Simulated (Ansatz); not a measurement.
**Cs2ZnAs2: reading a single point**

```xyz
10
Lattice="0.0000 0.0000 6.7312 7.1223 0.0000 0.0000 3.5612 6.9094 -3.3656" Properties=species:S:1:pos:R:3 pbc="T T T"
Cs    8.4840    4.9706    0.0000
Cs    2.1995    1.9388    3.3656
Cs    4.9228    1.9388    0.0000
Cs    5.7607    4.9706    3.3656
Zn    0.0000    0.0000    1.6828
Zn    0.0000    0.0000    5.0484
As    1.4250    1.4716    0.0000
As    9.2585    5.4378    3.3656
As    4.9862    5.4378    0.0000
As    5.6973    1.4716    3.3656
```

Method: r2SCAN, no spin polarisation; PAW, plane waves to 500 eV, 6×6×6 Γ-centred mesh, fermi-dirac occupations (width 0.1 eV) (Ansatz 0.2.0), atoms fixed.

(1) Describe some of the short contacts.

(2) Which element gives electrons and which takes them?

(3) Is the cell too large or too small?

(4) What happens at the Fermi level?

Origin: a known structure type with other elements, at an estimated volume, so it need not be a known compound. Caveats: many states at the Fermi level without spin polarisation, so a magnetic state may lie lower; the Fermi level lies in a narrow band between gaps, which spin or distortion may split.

Answers

(1) Zn–As at 2.65 Å: least valence density 0.31 e/Å³ and ELF 0.40 there. Cs–Zn at 3.38 Å: least valence density 0.08 e/Å³ and ELF 0.05 there. Cs–As at 3.48 Å: least valence density 0.10 e/Å³ and ELF 0.08 there. These are pseudo-fields; inside the PAW spheres they differ from the all-electron ones.

(2) Bader charges in e: Cs +0.68, Zn +0.39, As -0.88. In the mean Cs gives up most and As takes most.

(3) The pressure is 1.8 GPa (compression positive), so with the atoms held at these fractions the cell would first expand; the forces are large, so a full relaxation may end otherwise. The principal stresses 0.3, 2.4, 2.6 GPa differ, so its shape would change too.

(4) It is a metal, with about 12 states/eV a cell as the mean within 0.25 eV of the Fermi level, mostly As p (90 %).
